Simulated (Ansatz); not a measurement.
LaCu$_{2}$:
```
CELL_PARAMETERS angstrom
      4.30016     0.00000     0.00000
     -2.15008     3.72405     0.00000
      0.00000     0.00000     3.86582
ATOMIC_POSITIONS crystal
  La 0.00000 0.00000 0.00000
  Cu 0.33333 0.66667 0.50000
  Cu 0.66667 0.33333 0.50000
```

Relaxed with r²SCAN.

### Question
Give the Bader charges and basin volumes of the independent atoms, DFT-r²SCAN in the program Ansatz with PAW potentials.

### Answer


```json
[
 {"atom": "La1", "Bader charge (e)": "+1.42", "Bader volume (Å³)": "22.8"},
 {"atom": "Cu2", "Bader charge (e)": "-0.71", "Bader volume (Å³)": "19.6"}
]
```

Space group P6/mmm. The workflow started from an entry of the Crystallography Open Database (COD). Whether it is the stable phase at ambient conditions was not checked. Symmetry was held in the r²SCAN relaxation; whether a distortion lowers the energy is not shown. The run is not spin-polarised. Scalar-relativistic: spin–orbit coupling is off unless named, which matters more the heavier the elements.

Potentials: the later of the program's two PAW sets.
